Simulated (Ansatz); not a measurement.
Sn, DFT, LDA, all-electron LAPW, scalar-relativistic (Ansatz 0.2.0), run on 1 thread of Arm Neoverse V2 on a shared host.

The cell is COD entry 1534488, as deposited and not checked against the literature; nothing was relaxed. The listed cell was then made from it by scaling, straining or moving an atom.

Command: `ansatz run input.yaml --threads 1 --pin off --max-ram 3072MiB --backend cpu --events-out ev --progress --plain --runs-dir out`

```yaml
crystal:
  lattice:
    - [-2.8866915, 2.8866915, 1.59065]
    - [2.8866915, -2.8866915, 1.59065]
    - [2.8866915, 2.8866915, -1.59065]
  atoms:
    - { symbol: Sn, position: [0.0, 0.0, 0.0] }
    - { symbol: Sn, position: [0.75, 0.25, 0.5] }
kpoints:
  mp_grid: { grid: [15, 15, 15] }
  band_path:
    path:
      - [0.0, 0.0, 0.0]
      - [0.0, 0.0, 0.5]
      - [-0.5, 0.5, 0.5]
      - [0.0, 0.0, 0.0]
      - [0.32590817, 0.32590817, -0.32590817]
      - [-0.32590817, 0.67409183, 0.32590817]
      - [-0.5, 0.5, 0.5]
      - [0.0, 0.0, 0.5]
      - [0.25, 0.25, 0.25]
    npoints: 5
scf:
  occupations: { method: fermi_dirac, width: 0.05 }
hamiltonian:
  xc: lda
  pseudopotentials: { kind: all_electron, lapw: { basis_error: 0.0005 } }
output:
  forces: true
  stress: true
  eigenvalues: true
```

How large is the problem that the program sets up?

288 irreducible k-points, 427 plane waves at Γ, 27 bands.

Estimate the wall time and the peak memory.

78 s of wall time for 8 SCF iterations, with a peak of 0.88 GiB. Times on shared machines scatter by tens of per cent.
